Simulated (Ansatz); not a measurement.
Values for one crystal, relaxed and computed with the program Ansatz at the PBE level (PAW); other levels are named.

| Item | Value |
|---|---|
| Volume per atom | 15.17 Å³ |
| Electronic character | metallic (no gap) |
| Density of states at the Fermi level | 0.37 states/eV per atom (mean over ±0.08 eV) |
| Formation energy from the elements (no fitted shifts) | -713 meV/atom |

Pick the material that matches.
A) AlNi, CsCl type
B) AlPd, Cmcm (Al on 4c, Pd on 4c)
C) AlCo, Cmcm (Al on 4c, Co on 4c)
D) TaAl, L1₀ or tetragonal B2

B, AlPd, Cmcm (Al on 4c, Pd on 4c)

The start of the workflow was typed in or built on a structure type; neither database checked (COD, Materials Project) lists it. Whether it is the stable phase at ambient conditions was not checked. Symmetry was held in the PBE relaxation; whether a distortion lowers the energy is not shown. No spin polarisation was allowed. The references are the lowest solids computed at this level, not always the standard phases. Scalar-relativistic: spin–orbit coupling is off unless named, which matters more the heavier the elements.

Potentials: the earlier of the program's two PAW sets.
